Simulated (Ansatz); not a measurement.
**SiC with Sn replacing Si: ¹¹⁹Sn Mössbauer parameters**

Cell: a supercell of SiC (zinc blende type, F-43m) built from an entry of the Crystallography Open Database (COD), with the ions relaxed around the defect (PBE).

Space group F-43m (No. 216); a = 13.0740 Å.

```csv
site,Wyckoff,site symmetry,x,y,z
Sn,4a,-43m,0.0000,0.0000,0.0000
Si2,48h,..m,0.1683,0.9994,0.1683
Si5,16e,.3m,0.3333,0.8333,0.1667
Si9,16e,.3m,0.6667,0.6667,0.3333
Si15,24f,2.mm,0.5000,0.6667,0.5000
C28,16e,.3m,0.0916,0.9084,0.0916
C29,24g,2.mm,0.2500,0.9165,0.2500
C33,48h,..m,0.5833,0.7502,0.4167
C41,16e,.3m,0.4166,0.5834,0.4166
C54,4c,-43m,0.7500,0.2500,0.7500
```

One atom of each set is listed; the run and its k-mesh use a cell of 54 atoms with edges of 9.24, 9.24, 9.24 Å.

The numbers come from a DFT calculation in Ansatz (PBE, plane waves and PAW, scalar-relativistic, 420 eV cutoff, Γ-centred 3×3×3 k-points, Fermi–Dirac smearing 0.01 eV).

Isomer shifts (against SnO₂) follow from the electron density at the nucleus, δ = α(ρ − ρ₀), with α = 0.099 mm s⁻¹ a₀³ and ρ₀ = 183191.44 a₀⁻³ from a line fitted to 8 measured compounds at this level of theory (rms miss 0.12 mm/s). ΔE_Q = ½eQV_zz(1 + η²/3)^½ with Q = -0.132 b for the 23.9 keV state.

**Question.** Where do the absorption lines lie?

**Answer.** Sn (1 atom a cell): δ = 1.11, |ΔE_Q| = 0.00 mm/s, a single line at 1.11 mm/s.

The defect repeats with the cell of 54 atoms, so it feels its images: sites between two images don't show the values beside a lone defect, and zeros or small values of η there can come from the images' arrangement. The relaxation keeps the site symmetry -43m of the start, so the impurity can't leave its site; a start off the site could end lower. The cell keeps the host's lattice, where the PBE pressure is 7 GPa.

The relaxation (4 steps) took 78 s of wall time (78 s of CPU time) and 1.2 GiB at its peak, on 1 thread of Intel Xeon 6975P-C (Granite Rapids) (x86_64; 2 cores open to the job, memory cap 3.0 GiB, no GPU), a shared host with a load of 0.4 a core.
